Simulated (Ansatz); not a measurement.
A distorted cell of ZnCu (CsCl type):

```yaml
crystal:
  lattice:
    - [2.94393, 0.00000, 0.00000]
    - [0.00000, 2.94393, 0.00000]
    - [0.00000, 0.00000, 2.94393]
  atoms:
    - { symbol: Zn, position: [0.50000, 0.50000, 0.50000] }
    - { symbol: Cu, position: [0.00000, 0.00000, 0.00000] }
```

The numbers are results of PBE (plane waves to 420 eV, PAW, scalar-relativistic; Ansatz, a first-principles code), not measurements. k mesh 16×16×16 (Γ-centred), Fermi-Dirac smearing 0.05 eV. E stands for the smeared free energy. Compression counts positive. ZnCu is run without spin polarisation. ZnCu was relaxed with its symmetry unable to fall.

### Question
What is the stress tensor (GPa)?

### Answer
```
    2.4      0.0      0.0
    0.0      2.4      0.0
    0.0      0.0      2.4
```
The pressure, a third of the trace, is 2.4 GPa.

### Question
It is the relaxed cell scaled evenly to V/V₀ = 0.980, atoms relaxed where free. What is its energy relative to the relaxed cell?

### Answer
2 meV/atom.

(A scan under strain: stresses follow from slopes of the energy per volume, elastic moduli from its curvatures.)
